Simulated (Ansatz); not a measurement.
Single point in Ansatz 0.2.0 with r2SCAN, no spin polarisation. Cutoff 500 eV, PAW datasets, 6×6×6 Γ-centred k mesh, fermi-dirac filling (width 0.1 eV).

Computed maps in the lattice plane spanned by b (left to right, 7.04 Å, 21 points from zero) and c (bottom to top, 7.04 Å, 21 points from zero), 60° apart, at height 0.258 along a. The fields are smooth PAW ones with compensation charges, not the true ones near nuclei.

Valence density. Digits on a logarithmic scale: 0 up to 0.03 e/Å³, each further digit a factor of 1.6, 9 from 1.3 e/Å³ up:
```
356665322224555543222
356776532124577764212
356888753224679986422
357999975334689998643
346999996534579999864
446899998644569999975
445689998654457999975
444568998654445678775
444456777654444556655
444444555544444444444
345554444444555433222
346676544445666653212
356888754445788865322
357999975445799997532
356999997545799999753
456799998644689999865
666789998754568999876
777677998654456899876
688766676654445667666
578765555444444445555
456764333334444433333
```

Q: The cell is Co2CuSe4. Which atoms lie within 0.2 Å of this plane, and where (fractions of b and c)?

A: Se at (0.26, 0.26), Se at (0.74, 0.74), Se at (0.26, 0.73), Se at (0.73, 0.26). The whole cell:
```yaml
crystal:
  lattice:
    - [0.00000, 4.97471, 4.97471]
    - [4.97471, 0.00000, 4.97471]
    - [4.97471, 4.97471, 0.00000]
  atoms:
    - { symbol: Cu, position: [0.12500, 0.12500, 0.12500] }
    - { symbol: Cu, position: [0.87500, 0.87500, 0.87500] }
    - { symbol: Co, position: [0.50000, 0.50000, 0.50000] }
    - { symbol: Co, position: [0.00000, 0.50000, 0.50000] }
    - { symbol: Co, position: [0.50000, 0.50000, 0.00000] }
    - { symbol: Co, position: [0.50000, 0.00000, 0.50000] }
    - { symbol: Se, position: [0.25800, 0.25800, 0.25800] }
    - { symbol: Se, position: [0.27400, 0.74200, 0.74200] }
    - { symbol: Se, position: [0.25800, 0.25800, 0.72600] }
    - { symbol: Se, position: [0.74200, 0.27400, 0.74200] }
    - { symbol: Se, position: [0.72600, 0.25800, 0.25800] }
    - { symbol: Se, position: [0.74200, 0.74200, 0.74200] }
    - { symbol: Se, position: [0.25800, 0.72600, 0.25800] }
    - { symbol: Se, position: [0.74200, 0.74200, 0.27400] }
```

Origin: a known structure type with other elements, at an estimated volume, so it need not be a known compound. Caveats: no spin polarisation, so a magnetic state may lie lower.
